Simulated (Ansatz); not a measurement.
Input and command of a calculation in Ansatz (plane waves; scalar-relativistic PAW potentials unless the input names others):

```yaml
crystal:
  lattice:
    - [5.3057653136, 0.0, 0.0]
    - [0.0, 5.3057653136, 0.0]
    - [0.0, 0.0, 5.3057653136]
  atoms:
    - { symbol: K, position: [0.0, 0.0, 0.0] }
    - { symbol: Ca, position: [0.5, 0.5, 0.5] }
    - { symbol: Cl, position: [0.0, 0.5, 0.5] }
    - { symbol: Cl, position: [0.5, 0.0, 0.5] }
    - { symbol: Cl, position: [0.5, 0.5, 0.0] }
basis:
  ecutwfc: "550 eV"
kpoints:
  mp_grid: { grid: [4, 4, 4] }
hamiltonian:
  xc: pbesol
scf:
  occupations: { method: tetrahedron }
output:
  forces: true
  eigenvalues: true
  stress: true
```

```bash
ansatz run input.yaml --threads 1 --pin off --max-ram 2560MiB --backend cpu --events-out ev --progress --plain --runs-dir out
```

Abridged log:
```
Warning: output.forces, output.stress, relax.cell or npt_langevin: where a Kohn–Sham band that disperses or a degenerate level is filled in part under the method tetrahedron, the forces or the stress that this run publishes need not agree with its energy (scf.occupations.method in the input reference, under Limitations); prefer a smearing scheme for the forces or the stress
band count auto-derived: 26 (N_el = 40.0; filled up to band 20; 25 by the electrons, moments and atoms)
Pseudopotentials: kind: paw
Pseudopotential: K, paw, valence charge 9, recommended cutoff 420 eV (normal)
Pseudopotential: Ca, paw, valence charge 10, recommended cutoff 420 eV (normal)
Pseudopotential: Cl, paw, valence charge 7, recommended cutoff 420 eV (normal)
Functional definition: PBEsol
Crystal: 5 atoms, lattice volume = 149.363 Å³
Basis set: ecut = 550 eV, 4385 PW (Γ), exchange–correlation on 90×90×90 points (8 copies of the dense FFT grid, shifted against one another)
Bands: 26, of which v1, the nominal top of the filled ones, is band 20 counted from 1 (19 counted from 0)
Symmetry: 48 space group operations
Space group: Pm-3m (ITA 221), of the structure as read, at distance tolerance 5.3e-5 Å
k-points: 10 of 64
Initial density: superposition of atomic densities (neutral atoms: chi_scale 0, normalization atom), corrected by the library's trained network
Initial wavefunctions: pseudopotential atomic-orbital guess
Functional: x = pbesol(κ = 0.804, μ = 0.12345679), c = pbesol(β = 0.046)
SCF iter   1: F=—  HF=-6503.196959 eV  |F-HF|=—  |Δ(HF+E_count)|=         —  Δρ=3.14e-3  dr2=1.94e-2  ethr=1.77e-3  ⟨swp⟩=10.0  Hψ=1574  notcnv=0
SCF iter   2: F=—  HF=-6503.191914 eV  |F-HF|=—  |Δ(HF+E_count)|=   5.05e-3  Δρ=1.35e-3  dr2=3.28e-3  ethr=4.85e-5  ⟨swp⟩=2.5  Hψ=480  notcnv=0  defer=17
SCF iter   3: F=—  HF=-6503.191298 eV  |F-HF|=—  |Δ(HF+E_count)|=   6.16e-4  Δρ=3.46e-4  dr2=1.01e-4  ethr=8.20e-6  ⟨swp⟩=2.3  Hψ=436  notcnv=0  defer=17
SCF iter   4: F=—  HF=-6503.191364 eV  |F-HF|=—  |Δ(HF+E_count)|=   6.61e-5  Δρ=1.14e-4  dr2=3.52e-5  ethr=2.53e-7  ⟨swp⟩=2.6  Hψ=481  notcnv=0  defer=17
SCF iter   5: F=—  HF=-6503.191326 eV  |F-HF|=—  |Δ(HF+E_count)|=   3.82e-5  Δρ=2.45e-5  dr2=1.56e-6  ethr=8.81e-8  ⟨swp⟩=2.9  Hψ=408  notcnv=0  defer=17
SCF iter   6: F=-6503.191327 eV  HF=-6503.191327 eV  |F-HF|=6.59e-8  |Δ(HF+E_count)|=   1.24e-6  Δρ=5.36e-6  dr2=4.44e-8  ethr=2.50e-10  ⟨swp⟩=5.5  Hψ=1360  notcnv=0
SCF 1 converged in 6 iterations: F = -6503.191327 eV  dr2 = 4.44e-8
SCF converged after 6 iterations
Stability not checked: this state was not tested for a lower state beside it, because cold or Methfessel-Paxton smearing, or corrected tetrahedra, fill the levels in a way that the test cannot read (fill_not_monotonic; see scf.lower_state_search)
Free energy (F): -6503.191327 eV
Harris-Foulkes:  -6503.191327 eV  (|F-HF|=6.59e-8)
Internal energy: -6503.191327 eV  (E = F + TS)
E sigma→0 (E₀):  -6503.191327 eV
Fermi energy:    1.432423 eV
--- Forces (eV/Å), atoms counted from 1 ---
  atom   1  K      0.00000000     0.00000000     0.00000000
  atom   2  Ca     0.00000000     0.00000000     0.00000000
  atom   3  Cl     0.00000000     0.00000000     0.00000000
  atom   4  Cl     0.00000000     0.00000000     0.00000000
  atom   5  Cl     0.00000000     0.00000000     0.00000000
--- Stress (GPa, compression-positive) ---
       -0.002169       0.000000       0.000000
        0.000000      -0.002169       0.000000
        0.000000       0.000000      -0.002169
  P = ⅓ Tr σ = -0.0022 GPa (-0.022 kbar)
```

Apart from outputs and empty bands, the input differs from a reference run on usual settings in scf.occupations.width: 0.05 → not typed; scf.occupations.method: "gaussian" → "tetrahedron"; basis.ecutwfc: 420 → "550 eV". The reference, at the same geometry, gave pressure 0.00 GPa, largest force 0.000 eV/Å, gap on the mesh 4.74 eV. This run converged in 6 SCF iterations (reference: 6) with an energy at zero smearing 0.09 meV/atom below the reference's, pressure 0.00 GPa, largest force 0.000 eV/Å, gap on the mesh 4.74 eV.

It took 11 s on 1 thread of Intel(R) Xeon(R) Processor @ 2.50GHz (Skylake/Cascade Lake), with other jobs on the host, peak memory 0.43 GiB.